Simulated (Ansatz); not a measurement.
Cs₂LiIrC₆N₆:
```cif
data_C24Cs8Ir4Li4N24
_chemical_formula_sum 'Cs8 Li4 Ir4 C24 N24'
_space_group_name_H-M_alt 'Fm-3m'
_space_group_IT_number 225
_space_group_name_Hall '-F 4 2 3'
_cell_length_a 10.71920
_cell_length_b 10.71920
_cell_length_c 10.71920
_cell_angle_alpha 90.000
_cell_angle_beta 90.000
_cell_angle_gamma 90.000
loop_
_atom_site_label
_atom_site_type_symbol
_atom_site_symmetry_multiplicity
_atom_site_Wyckoff_symbol
_atom_site_fract_x
_atom_site_fract_y
_atom_site_fract_z
_atom_site_occupancy
Cs1 Cs 8 c 0.25000 0.25000 0.25000 1
Li1 Li 4 b 0.50000 0.50000 0.50000 1
Ir1 Ir 4 a 0.00000 0.00000 0.00000 1
C1 C 24 e 0.00000 0.00000 0.18731 1
N1 N 24 e 0.00000 0.00000 0.29568 1
```
(The calculation used a cell of 16 atoms; values per cell refer to that cell.)

Relaxed with r²SCAN. r²SCAN (plane waves, PAW; program Ansatz) gives a gap of 5.92 eV.

Problem. What gap does HSE06 give on the same cell (Ansatz, PAW)?

Solution. 6.67 eV, 0.75 eV more. The hybrid was solved on a coarser mesh and at special points; its gap is the smallest among all of these.

```tsv
k	v1 r²SCAN	c1 r²SCAN	v1 HSE06	c1 HSE06
Γ	-0.43	5.98	-0.44	6.67
X	0.00	6.17	…	…
L	-0.18	5.94	…	…
W	0.00	6.23	…	…
K	-0.05	6.18	…	…
```

Problem. Top valence (v1) and lowest conduction level (c1) in eV from each method's valence maximum (which need not be a listed point): supply the withheld HSE06 values.

Solution. 
- L, v1 HSE06: -0.18
- L, c1 HSE06: 7.01
- X, v1 HSE06: 0.00
- X, c1 HSE06: 7.26
- W, v1 HSE06: 0.00
- W, c1 HSE06: 7.32
- K, v1 HSE06: -0.05
- K, c1 HSE06: 7.27

Cost on shared cores: the r²SCAN run (SCF on a 5×5×5 mesh, then bands and DOS) around 4 core-minutes (rough), the HSE06 run (SCF on 3×3×3, then a few points) roughly 9 core-minutes; the tasks are unlike.

The workflow started from a Materials Project entry (that database holds measured and hypothetical structures alike); the Crystallography Open Database files this formula in space group No. 225, but the cells were not matched. Its standing as an ambient phase is unchecked. Symmetry was held in the r²SCAN relaxation; its stability against distortions is not shown here. The run is not spin-polarised. Scalar-relativistic: spin–orbit coupling is off unless named, which matters more the heavier the elements.

Potentials: the later of the program's two PAW sets.
